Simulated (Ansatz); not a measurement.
ZnSe (zinc blende, space group No. 216), plane-wave PAW PBE (Ansatz code). The conduction-band minimum lies at Γ, with 1 equivalent valley. Second derivatives d²E/dk² of the lowest band at one valley (eV·Å²), along Cartesian directions:

```
direction  d²E/dk²
---------  -------
[100]        84.91
[010]        84.91
[001]        84.91
[110]        84.82
[101]        84.82
[011]        84.82
```

Q: Find the principal effective masses, the density-of-states mass and the conductivity mass.

A: Off-diagonal terms follow from H_xy = H[110] − (H_xx + H_yy)/2, and m*/mₑ = 7.620 eV·Å² over each eigenvalue: 0.090, 0.090, 0.090. One valley's DOS mass (m₁m₂m₃)^(1/3) = 0.090, conductivity mass 3/(Σ 1/mᵢ) = 0.090 mₑ.

Q: What effective density of states Nc follows at 300 K for parabolic valleys?

A: Nc = 2.509e19 × 1 × (0.090)^(3/2) ≈ 6.8e17 cm⁻³.

Space group F-43m (zinc blende). The PBE relaxation kept the symmetry of its start. Spin–orbit coupling is left out wherever it is not named.

Potentials: the earlier of the program's two PAW sets.

Edges and masses are those of Kohn–Sham bands, whose gap is no quasiparticle gap.
